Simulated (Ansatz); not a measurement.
# Is this MoRu5 structure stable?

The cell was found from a structure generator's guess, not taken from experiment.

Computed with DFT PBE, scalar-relativistic, plane waves, PAW (Ansatz 0.2.0). The final run on the 6-atom cell used 420 eV, a Γ-centred 18×18×4 mesh, 0.10 eV smearing and no spin polarisation.

```yaml
crystal:
  lattice:
    - [2.73834, 0.00000, 0.00000]
    - [-1.36917, 2.37147, 0.00000]
    - [0.00000, 0.00000, 13.03453]
  atoms:
    - { symbol: Mo, position: [0.00000, 0.00000, 0.50000] }
    - { symbol: Ru, position: [0.33333, 0.66667, 0.00000] }
    - { symbol: Ru, position: [0.33333, 0.66667, 0.32874] }
    - { symbol: Ru, position: [0.33333, 0.66667, 0.67126] }
    - { symbol: Ru, position: [0.00000, 0.00000, 0.83674] }
    - { symbol: Ru, position: [0.00000, 0.00000, 0.16326] }
```

Formation energies are uncorrected and refer to the elements' standard structures at the same level.

Question: These tests were run: energy against the elements; random kick, then relaxation without symmetry; phonons on a 3×3×1 q mesh. What do they show?

Answer:

| test | result |
| --- | --- |
| energy against the elements | +0.03 eV/atom |
| random kick, then relaxation without symmetry | returns |
| phonons on a 3×3×1 q mesh | no imaginary mode on the mesh |

It fails one test: energy against the elements. It may still be a metastable minimum.

The k mesh leaves some 4 meV/atom of noise in the energy of each metallic cell. The kick test ran on a coarse mesh. The run for the phonons used an 18×18×4 k mesh and Fermi–Dirac smearing of 0.15 eV.
